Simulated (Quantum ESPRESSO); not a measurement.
# Mo4Se6S2: finding a planted mistake in a log

Simulated, not a measurement. The program is pw.x of Quantum ESPRESSO 7.5 (plane-wave density functional theory). The cell is made up: 12 atoms on a layered 2H lattice, with randomly drawn elements, strain and displacements, not relaxed. PseudoDojo standard norm-conserving files (v0.5 for PBE, v0.4.1 for LDA and PBEsol) set the functional; there is no spin polarisation, spin-orbit coupling or dispersion term, and the masses in the input are unused placeholders.

Intended input:

```
&control calculation='scf', pseudo_dir='./dojo.nc.sr.pbe.v0_5.standard.upf', outdir='./o', disk_io='medium', tprnfor=.true., tstress=.true. /
&system ibrav=0, nat=12, ntyp=3, nbnd=88, ecutwfc=85.99341389, nosym=.true., tot_charge=0,
 occupations='smearing', smearing='fd', degauss=0.0018374661
/
&electrons conv_thr=7.350e-09, electron_maxstep=60, /
ATOMIC_SPECIES
Mo 1.0 Mo.upf
S 1.0 S.upf
Se 1.0 Se.upf
CELL_PARAMETERS angstrom
3.1675 -0.0304 -0.0413
-0.0526 5.4664 0.0419
-0.1651 0.0966 13.0
ATOMIC_POSITIONS angstrom
Mo -0.057 1.8415 3.2845
Mo 1.4162 0.9737 9.7337
Mo 1.5129 4.6437 3.34
Mo -0.2053 3.7296 9.8388
Se -0.1415 1.8957 8.1856
Se -0.1706 1.9249 11.3882
Se 1.553 1.0086 1.717
Se 1.3766 0.9529 4.8864
Se 1.3161 4.5977 8.0836
S 1.5147 4.6176 11.5344
Se -0.1031 3.7181 1.6395
S -0.1769 3.6389 4.8409
K_POINTS automatic
7 4 2 1 1 1
```

The log is shortened where brackets say so; the opening notice, blank lines, dates and the lines on written files are dropped, and the path of the files is cut. It prints rydbergs, bohrs and kilobars, and counts compression as positive stress.

Log of the intended run:

```
     Program PWSCF v.7.5
     Parallel version (MPI & OpenMP), running on       1 processor cores
     Number of MPI processes:                 1
     Threads/MPI process:                     1
     [start-up lines left out]
     bravais-lattice index     =            0
     lattice parameter (alat)  =       5.9865  a.u.
     unit-cell volume          =    1518.5252 (a.u.)^3
     number of atoms/cell      =           12
     number of atomic types    =            3
     number of electrons       =       164.00
     number of Kohn-Sham states=           88
     kinetic-energy cutoff     =      85.9934  Ry
     charge density cutoff     =     343.9737  Ry
     scf convergence threshold =      7.3E-09
     mixing beta               =       0.7000
     number of iterations used =            8  plain     mixing
     Exchange-correlation= PBE
                           (   1   4   3   4   0   0   0)
     [axes and pseudopotential details left out]
   Cartesian axes
     site n.     atom                  positions (alat units)
         1        Mo     tau(   1) = (  -0.0179929   0.5812971   1.0368018  )
         2        Mo     tau(   2) = (   0.4470448   0.3073630   3.0725887  )
         3        Mo     tau(   3) = (   0.4775696   1.4658537   1.0543212  )
         4        Mo     tau(   4) = (  -0.0648060   1.1773043   3.1057650  )
         5        Se     tau(   5) = (  -0.0446666   0.5984062   2.5839076  )
         6        Se     tau(   6) = (  -0.0538525   0.6076236   3.5948564  )
         7        Se     tau(   7) = (   0.4902278   0.3183797   0.5419968  )
         8        Se     tau(   8) = (   0.4345445   0.3007972   1.5424656  )
         9        Se     tau(   9) = (   0.4154467   1.4513331   2.5517098  )
        10        S      tau(  10) = (   0.4781378   1.4576148   3.6410067  )
        11        Se     tau(  11) = (  -0.0325451   1.1736741   0.5175328  )
        12        S      tau(  12) = (  -0.0558411   1.1486735   1.5281028  )
     number of k points=    28  Fermi-Dirac smearing, width (Ry)=  0.0018
                       cart. coord. in units 2pi/alat
        k(    1) = (   0.0729348   0.0726725   0.0613077), wk =   0.0714286
        k(    2) = (   0.0713546   0.0735914  -0.0605621), wk =   0.0714286
     [further k points left out]
     Dense  grid:   163685 G-vectors     FFT dimensions: (  36,  64, 150)
     Estimated max dynamical RAM per process >     312.64 MB
     Initial potential from superposition of free atoms
     starting charge     163.9938, renormalised to     164.0000
     Starting wfcs are  102 randomized atomic wfcs
     total cpu time spent up to now is       40.4 secs
     per-process dynamical memory:   172.0 Mb
     Self-consistent Calculation
     iteration #  1     ecut=    85.99 Ry     beta= 0.70
     Davidson diagonalization with overlap
     ethr =  1.00E-02,  avg # of iterations =  2.0
     Threshold (ethr) on eigenvalues was too large:
     Diagonalizing with lowered threshold
     Davidson diagonalization with overlap
     ethr =  6.07E-04,  avg # of iterations =  2.0
     total cpu time spent up to now is      239.9 secs
     total energy              =   -2061.05352068 Ry
     estimated scf accuracy    <       1.03422945 Ry
     iteration #  2     ecut=    85.99 Ry     beta= 0.70
     Davidson diagonalization with overlap
     ethr =  6.31E-04,  avg # of iterations =  7.4
     total cpu time spent up to now is      379.5 secs
     total energy              =   -2060.09302715 Ry
     estimated scf accuracy    <       9.45470653 Ry
     [iterations 3 to 18 left out]
     iteration # 19     ecut=    85.99 Ry     beta= 0.70
     Davidson diagonalization with overlap
     ethr =  3.00E-11,  avg # of iterations =  2.9
     total cpu time spent up to now is     2074.3 secs
     total energy              =   -2061.55678518 Ry
     estimated scf accuracy    <       0.00000001 Ry
     iteration # 20     ecut=    85.99 Ry     beta= 0.70
     Davidson diagonalization with overlap
     ethr =  7.95E-12,  avg # of iterations =  2.8
     total cpu time spent up to now is     2168.7 secs
     End of self-consistent calculation
     [lines on levels left out]
!    total energy              =   -2061.55678518 Ry
     estimated scf accuracy    <          4.5E-09 Ry
     smearing contrib. (-TS)   =      -0.00000000 Ry
     internal energy E=F+TS    =   -2061.55678518 Ry
     The total energy is F=E-TS. E is the sum of the following terms:
     one-electron contribution =   -1134.05768565 Ry
     hartree contribution      =     628.83590309 Ry
     xc contribution           =    -386.67802012 Ry
     ewald contribution        =   -1169.65698250 Ry
     convergence has been achieved in  20 iterations
     Forces acting on atoms (cartesian axes, Ry/au):
     atom    1 type  1   force =    -0.04578101    0.10471104    0.04295318
     atom    2 type  1   force =     0.01361624   -0.06995951    0.07143764
     atom    3 type  1   force =    -0.05734488   -0.09801173   -0.02185132
     atom    4 type  1   force =     0.01829632    0.07134407    0.02348760
     atom    5 type  3   force =    -0.02655040    0.02315029   -0.08905197
     atom    6 type  3   force =     0.01340297   -0.03010413    0.08145554
     atom    7 type  3   force =    -0.03003659   -0.03581462   -0.14899436
     atom    8 type  3   force =     0.07606292   -0.00548133    0.12410875
     atom    9 type  3   force =     0.01644598    0.00134866   -0.01008805
     atom   10 type  2   force =    -0.03604539    0.00486627   -0.07805832
     atom   11 type  3   force =     0.00984926    0.01556435   -0.02156983
     atom   12 type  2   force =     0.04808458    0.01838663    0.02617113
     Total force =     0.344763     Total SCF correction =     0.000446
     Computing stress (Cartesian axis) and pressure
          total   stress  (Ry/bohr**3)                   (kbar)     P=      149.82
   0.00102183   0.00003596   0.00025574          150.32        5.29       37.62
   0.00003596   0.00106509  -0.00005017            5.29      156.68       -7.38
   0.00025574  -0.00005017   0.00096836           37.62       -7.38      142.45
     init_run     :     37.45s CPU     40.22s WALL (       1 calls)
     electrons    :   2041.22s CPU   2128.41s WALL (       1 calls)
     forces       :     17.80s CPU     18.03s WALL (       1 calls)
     stress       :     50.14s CPU     51.72s WALL (       1 calls)
     [timing details left out]
     PWSCF        :  35m46.96s CPU  37m19.18s WALL
     JOB DONE.
```

A second run was made from an input with one planted mistake. Its log:

```
     Program PWSCF v.7.5
     Parallel version (MPI & OpenMP), running on       4 processor cores
     Number of MPI processes:                 4
     Threads/MPI process:                     1
     [start-up lines left out]
     bravais-lattice index     =            0
     lattice parameter (alat)  =       5.9865  a.u.
     unit-cell volume          =    1518.5252 (a.u.)^3
     number of atoms/cell      =           12
     number of atomic types    =            3
     number of electrons       =       164.00
     number of Kohn-Sham states=          106
     kinetic-energy cutoff     =      85.9934  Ry
     charge density cutoff     =     343.9737  Ry
     scf convergence threshold =      7.3E-09
     mixing beta               =       0.7000
     number of iterations used =            8  plain     mixing
     Exchange-correlation= PBE
                           (   1   4   3   4   0   0   0)
     [axes and pseudopotential details left out]
   Cartesian axes
     site n.     atom                  positions (alat units)
         1        Mo     tau(   1) = (  -0.0179929   0.5812971   1.0368018  )
         2        Mo     tau(   2) = (   0.4470448   0.3073630   3.0725887  )
         3        Mo     tau(   3) = (   0.4775696   1.4658537   1.0543212  )
         4        Mo     tau(   4) = (  -0.0648060   1.1773043   3.1057650  )
         5        Se     tau(   5) = (  -0.0446666   0.5984062   2.5839076  )
         6        Se     tau(   6) = (  -0.0538525   0.6076236   3.5948564  )
         7        Se     tau(   7) = (   0.4902278   0.3183797   0.5419968  )
         8        Se     tau(   8) = (   0.4345445   0.3007972   1.5424656  )
         9        Se     tau(   9) = (   0.4154467   1.4513331   2.5517098  )
        10        S      tau(  10) = (   0.4781378   1.4576148   3.6410067  )
        11        Se     tau(  11) = (  -0.0325451   1.1736741   0.5175328  )
        12        S      tau(  12) = (  -0.0558411   1.1486735   1.5281028  )
     number of k points=    28  Fermi-Dirac smearing, width (Ry)=  0.0228
                       cart. coord. in units 2pi/alat
        k(    1) = (   0.0729348   0.0726725   0.0613077), wk =   0.0714286
        k(    2) = (   0.0713546   0.0735914  -0.0605621), wk =   0.0714286
     [further k points left out]
     Dense  grid:   163685 G-vectors     FFT dimensions: (  36,  64, 150)
     Estimated max dynamical RAM per process >     572.95 MB
     Estimated total dynamical RAM >       2.12 GB
     Initial potential from superposition of free atoms
     starting charge     163.9938, renormalised to     164.0000
     Starting wfcs are  102 randomized atomic wfcs +    4 random wfcs
     total cpu time spent up to now is        9.1 secs
     per-process dynamical memory:   413.5 Mb
     Self-consistent Calculation
     iteration #  1     ecut=    85.99 Ry     beta= 0.70
     Davidson diagonalization with overlap
     ethr =  1.00E-02,  avg # of iterations =  6.2
     Threshold (ethr) on eigenvalues was too large:
     Diagonalizing with lowered threshold
     Davidson diagonalization with overlap
     ethr =  6.04E-04,  avg # of iterations =  2.4
     total cpu time spent up to now is       58.4 secs
     total energy              =   -2061.08004633 Ry
     estimated scf accuracy    <       1.02419550 Ry
     iteration #  2     ecut=    85.99 Ry     beta= 0.70
     Davidson diagonalization with overlap
     ethr =  6.25E-04,  avg # of iterations =  3.4
     total cpu time spent up to now is       84.0 secs
     total energy              =   -2060.04468027 Ry
     estimated scf accuracy    <       9.74229106 Ry
     [iterations 3 to 18 left out]
     iteration # 19     ecut=    85.99 Ry     beta= 0.70
     Davidson diagonalization with overlap
     ethr =  8.14E-11,  avg # of iterations =  2.0
     total cpu time spent up to now is      448.5 secs
     total energy              =   -2061.56760350 Ry
     estimated scf accuracy    <       0.00000002 Ry
     iteration # 20     ecut=    85.99 Ry     beta= 0.70
     Davidson diagonalization with overlap
     ethr =  9.37E-12,  avg # of iterations =  2.1
     total cpu time spent up to now is      468.9 secs
     End of self-consistent calculation
     [lines on levels left out]
!    total energy              =   -2061.56760350 Ry
     estimated scf accuracy    <          2.1E-09 Ry
     smearing contrib. (-TS)   =      -0.04704300 Ry
     internal energy E=F+TS    =   -2061.52056050 Ry
     The total energy is F=E-TS. E is the sum of the following terms:
     one-electron contribution =   -1133.99342585 Ry
     hartree contribution      =     628.80965651 Ry
     xc contribution           =    -386.67980866 Ry
     ewald contribution        =   -1169.65698250 Ry
     convergence has been achieved in  20 iterations
     Forces acting on atoms (cartesian axes, Ry/au):
     atom    1 type  1   force =    -0.04433838    0.09940092    0.04294752
     atom    2 type  1   force =     0.01342196   -0.06974653    0.06924794
     atom    3 type  1   force =    -0.05581417   -0.09233429   -0.01871686
     atom    4 type  1   force =     0.01693631    0.07121295    0.02350236
     atom    5 type  3   force =    -0.02600280    0.02262140   -0.09038320
     atom    6 type  3   force =     0.01344788   -0.02954722    0.08385245
     atom    7 type  3   force =    -0.02976971   -0.03470829   -0.15028214
     atom    8 type  3   force =     0.07436699   -0.00583015    0.12542340
     atom    9 type  3   force =     0.01616066    0.00146998   -0.01384471
     atom   10 type  2   force =    -0.03477334    0.00462163   -0.07328553
     atom   11 type  3   force =     0.00961712    0.01494840   -0.02520029
     atom   12 type  2   force =     0.04674748    0.01789120    0.02673906
     Total force =     0.340696     Total SCF correction =     0.000280
     Computing stress (Cartesian axis) and pressure
          total   stress  (Ry/bohr**3)                   (kbar)     P=      152.99
   0.00104030   0.00003036   0.00025091          153.03        4.47       36.91
   0.00003036   0.00108328  -0.00004969            4.47      159.36       -7.31
   0.00025091  -0.00004969   0.00099643           36.91       -7.31      146.58
     init_run     :      8.49s CPU      8.86s WALL (       1 calls)
     electrons    :    449.43s CPU    459.88s WALL (       1 calls)
     forces       :      3.74s CPU      3.79s WALL (       1 calls)
     stress       :     12.57s CPU     12.83s WALL (       1 calls)
     [timing details left out]
     PWSCF        :   7m54.53s CPU   8m 5.79s WALL
     JOB DONE.
```

Question: what was wrong in the second input?

Answer: the smearing is too wide. The input lines that differ, file-writing options aside:

```
- &system ibrav=0, nat=12, ntyp=3, nbnd=88, ecutwfc=85.99341389, nosym=.true., tot_charge=0,
+ &system ibrav=0, nat=12, ntyp=3, nbnd=106, ecutwfc=85.99341389, nosym=.true., tot_charge=0,
-  occupations='smearing', smearing='fd', degauss=0.0018374661
+  occupations='smearing', smearing='fd', degauss=0.0227845797
```

|  | intended run | run with the mistake |
| --- | --- | --- |
| free energy (eV) | -28048.909 | -28049.056 |
| smearing term -TS (eV) | 0.0000 | -0.6401 |
| pressure (GPa) | 14.98 | 15.30 |
| largest force component (eV/Å) | 3.831 | 3.864 |
| largest change of a force component (eV/Å) |  | 0.146 |
| iterations | 20 | 20 |

For scale, a rerun of the intended cell at a cutoff of 1467 eV and k mesh 9 x 6 x 4 moved values by no more than 0.002 eV in energy, 0.02 GPa in stress and 0.005 eV/Å in force. The number of bands, nbnd, was set by rule from the electron count and the smearing, so it follows the mistake.